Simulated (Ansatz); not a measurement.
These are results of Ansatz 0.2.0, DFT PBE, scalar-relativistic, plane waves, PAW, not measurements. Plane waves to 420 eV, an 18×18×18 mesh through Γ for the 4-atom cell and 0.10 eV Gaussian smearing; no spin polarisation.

Energies over the elements count from the elements' standard structures at the same level (Cl₂ as a molecule), with no fitted energy shifts.

Question: Propose a candidate for a tetragonal metal made of Al, Cd and Cl, with a formation energy near −0.31 eV/atom and a density near 3.34 g/cm³, in a cell of 4 atoms.

Answer: AlCdCl₂, space group I-4m2 (No. 119). Around Al lie 8 Cl at 3.13 Å and 4 Al at 3.57 Å (long against covalent radii, as for large ions); Cd has 4 Cl at 2.87 Å and 4 Cd at 3.57 Å; Cl is surrounded by 2 Cd at 2.87 Å, 4 Al at 3.13 Å and 5 Cl at 3.57–3.71 Å.

```cif
data_structure
_symmetry_space_group_name_H-M 'I-4m2'
_symmetry_Int_Tables_number 119
_cell_length_a 3.5739
_cell_length_b 3.5739
_cell_length_c 16.3756
_cell_angle_alpha 90.000
_cell_angle_beta 90.000
_cell_angle_gamma 90.000
_cell_volume 209.16
loop_
_atom_site_label
_atom_site_type_symbol
_atom_site_symmetry_multiplicity
_atom_site_Wyckoff_symbol
_atom_site_fract_x
_atom_site_fract_y
_atom_site_fract_z
_atom_site_occupancy
Al1 Al 2 d 0.50000 0.00000 0.25000 1
Cd1 Cd 2 b 0.50000 0.50000 0.00000 1
Cl1 Cl 4 f 0.00000 0.50000 0.36322 1
```

* Volume per atom: 26.15 Å³
* Density: 3.34 g/cm³
* Formation energy: −0.31 eV/atom
* Gap on the 18×18×18 mesh of the 4-atom cell: 0 eV (a metal)

The structure comes from a generated guess, relaxed at this level; another structure or a mixture of phases may lie lower. The answer needn't be unique; the calculation gave this one.

An odd number of electrons in the primitive cell allows no gap without spin; a larger cell or a magnetic state could open one. A structure relaxed within its symmetry needn't be a true minimum.
